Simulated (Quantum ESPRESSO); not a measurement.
# Different elements on one site among Ag Au Mo W

Calculated results; nothing here was measured. They come from Quantum ESPRESSO 7.5, a public plane-wave density functional program. Each row is one single-point run on a made-up periodic cell of eight metal atoms, with elements, volume, strain and displacements drawn at random and not relaxed, so a cell may be unstable or far from any real phase. There is no spin polarisation or spin-orbit coupling.

Settings: PBE unless stated; PseudoDojo standard norm-conserving files; Fermi-Dirac width 0.25 eV, which means electrons at about 2900 K; cutoff 1197 eV; 8 x 4 x 3 k mesh shifted half a step off Gamma. E is the free energy of the whole cell (internal energy minus TS), so a -TS column is already part of it. Stress is positive in tension, and the pressure P is minus a third of its trace.

Checks: one run of this series was repeated at a higher cutoff and on a denser mesh, which moved values by no more than 0.004 eV, 0.16 GPa and 0.008 eV/Å, and a second program with other atomic files agreed on it to 2 % rms in force and 0.5 GPa in pressure. Known limits: heavy elements are run without spin-orbit coupling, which real alloys of them have; a spin test at this wide smearing found no moment, but such smearing suppresses magnetism that the real alloy may have.

The lattice is face-centred cubic, and the cell vectors in Å are (0.025, 1.946, 1.996); (-0.023, 3.968, -4.067); (-8.008, -2.010, 1.961), a volume of 126.96 Å³. The elements on sites 1 to 8 are Mo Au X W Mo Au Au Ag. The runs change X and keep the cell and the displaced positions. The column v is a rough volume for each atom of the pure element, close to PBE values, from general knowledge and not from these runs. Energies are left out, as each element's file has its own zero.

```
run   X  v (Å³)  -TS (eV)  force on X (eV/Å)  rms force (eV/Å)  P (GPa)
  1  Rh    14.1    -1.459              2.787             1.149    12.31
  2  Al    16.5    -1.220              1.124             1.074    14.04
  3  Au    18.0    -1.263              2.738             1.067    18.12
  4   W    16.1         ?                  ?                 ?        ?
  5  Nb    18.1    -1.284              3.071             1.185    18.42
```

## Worked fit

A straight line through the runs shown gives P = -10.0 + 1.541 v GPa with v in Å³, an error of 0.358 on the slope and a scatter of 1.16 GPa. At this fixed volume the pressure tends to rise with the size of X.

## Withheld run

Question: what pressure should run 4, with W, give?

The fit gives 14.81 ± 1.31 GPa. The calculation gave 15.13 GPa.
